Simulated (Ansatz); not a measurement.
Here is the system:

C:
```cif
data_C16
_chemical_formula_sum 'C16'
_space_group_name_H-M_alt 'Ia-3'
_space_group_IT_number 206
_space_group_name_Hall '-I 2b 2c 3'
_cell_length_a 4.46931
_cell_length_b 4.46931
_cell_length_c 4.46931
_cell_angle_alpha 90.000
_cell_angle_beta 90.000
_cell_angle_gamma 90.000
loop_
_atom_site_label
_atom_site_type_symbol
_atom_site_symmetry_multiplicity
_atom_site_Wyckoff_symbol
_atom_site_fract_x
_atom_site_fract_y
_atom_site_fract_z
_atom_site_occupancy
C1 C 16 c 0.09349 0.09349 0.09349 1
```
(The calculation used a cell of 8 atoms; values per cell refer to that cell.)

This is the r²SCAN-relaxed structure.

### Question
All from the program Ansatz at the r²SCAN level (PAW), unless another level is named. Predict the electron effective mass.

### Answer
0.41 mₑ (isotropic).

### Question
Next, the band gap?

### Answer
2.72 eV (direct).

### Question
And the HSE06 gap on the r²SCAN cell?

### Answer
3.66 eV.

### Question
And the valence-band maximum?

### Answer
at H.

The start of the workflow was typed in or built on a structure type; neither database checked (COD, Materials Project) lists it. It is not the phase usual at ambient conditions (space group No. 194, 227). The r²SCAN relaxation kept the symmetry of its start; its stability against distortions is not shown here.

Potentials: the earlier of the program's two PAW sets.
